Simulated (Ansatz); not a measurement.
Level: PBE, no spin polarisation; 420 eV; 6×6×6 Γ-centred mesh; fermi-dirac occupations (width 0.1 eV); Ansatz 0.2.0, fixed geometry.

Computed maps in the lattice plane spanned by b (left to right, 7.04 Å, 21 points from zero) and c (bottom to top, 7.04 Å, 21 points from zero), 60° apart, at height 0.250 along a. The fields are smooth PAW ones with compensation charges, not the true ones near nuclei.

Valence density. Digits on a logarithmic scale: 0 up to 0.03 e/Å³, each further digit a factor of 1.6, 9 from 1.3 e/Å³ up:
```
455654211123456554333
467876431013578876433
478999752113579998643
468989964212579989864
458976985311468958975
346899996421257999985
334689986421135789986
322467776421013567775
321234554321001245554
222222333211111112333
234443221111222211112
346776421012344432101
357888752113466654211
358989975223578986531
257976897423579999742
236885698632479969964
324798788742368978975
322578998742246899986
321246787642124688875
322223555432223456765
333332233322333344444
```

ELF. Ten even steps from '0' (0.00) to '9' (0.88):
```
157875100002688741000
489999730004899997200
499999972004899999820
289868997102899769971
069944998400599836994
128997899610279987997
204899999720038999998
300589999720003799998
200037887510000258886
000000244100000002442
013421000000122100000
148997300001577641000
179999961004799987200
179966996004899999730
059910399302899899971
028940069710799748995
104994169920389946997
300699999940058998998
300048999830004899997
100002577410000268985
013310011100232102441
```

Problem. The cell is Ba2NaMgCl6. Which atoms lie within 0.2 Å of this plane, and where (fractions of b and c)?

Solution. Ba at (0.25, 0.25), Cl at (0.78, 0.22), Cl at (0.78, 0.78), Cl at (0.22, 0.78). The whole cell:
```xyz
10
Lattice="0.0000 4.9768 4.9768 4.9768 0.0000 4.9768 4.9768 4.9768 0.0000" Properties=species:S:1:pos:R:3 pbc="T T T"
Na    4.9768    4.9768    4.9768
Ba    2.4884    2.4884    2.4884
Ba    7.4651    7.4651    7.4651
Mg    0.0000    0.0000    0.0000
Cl    2.2296    4.9768    4.9768
Cl    4.9768    2.2296    4.9768
Cl    7.7239    4.9768    4.9768
Cl    4.9768    7.7239    4.9768
Cl    4.9768    4.9768    2.2296
Cl    4.9768    4.9768    7.7239
```

Origin: a known structure type with other elements, at an estimated volume, so it need not be a known compound. Caveats: many states at the Fermi level without spin polarisation, so a magnetic state may lie lower; atoms or cell far from equilibrium.
